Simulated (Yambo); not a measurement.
Yambo run on BeTe (zinc blende, space group F-43m, No. 216). The wavefunctions are PBE (stringent potentials; Quantum ESPRESSO, PseudoDojo norm-conserving, 107 Ry, scalar-relativistic) ones on a 4×4×4 mesh (14 occupied bands); a = b = c = 3.9646 Å, α = β = γ = 60.00°.

Yambo input:

```
rim_cut
gw0
dyson
el_el_corr
HF_and_locXC
ppa
em1d
RandQpts= 1000000
RandGvec= 1 Ry
EXXRLvcs= 106.6 Ry
VXCRLvcs= 426.4 Ry
Chimod= "HARTREE"
% BndsRnXp
 6 | 200 |
%
NGsBlkXp= 9 Ry
% LongDrXp
 1.0 | 1.0 | 1.0 |
%
PPAPntXp= 27.2114 eV
% GbndRnge
 1 | 200 |
%
GTermKind= "BG"
DysSolver= "n"
ExtendOut
% QPkrange
 1 | 1 | 14 | 15 |
 7 | 7 | 15 | 15 |
%
```

k points by index: 1 = Γ, 7 = X.

Table of the .qp output:

```
#    K-point    Band    Eo [eV]    E [eV]    E-Eo [eV]    Vxc [eV]    Vnlxc [eV]    Sc|Eo [eV]    Sc|E [eV]    dSc/dw|Eo [eV]    Re(Z)    Im(Z)
#
    1    14    0.000000    -0.831955    -0.831955    -13.45103    -15.20323    0.719826    0.920239    -6.554459    0.805883    -0.001282
    1    15    3.622099    3.881801    0.259701    -10.53437    -6.028306    -4.183160    -4.246366    -6.619586    0.804331    -0.001358
    7    15    1.956090    1.970399    0.014309    -9.065791    -5.228894    -3.819377    -3.822588    -6.058967    0.817885    -0.001281
```
(The two width columns are left out.) Convergence of these settings isn't established.

Spin-orbit coupling is not included.

Geometry relaxed with PBEsol.
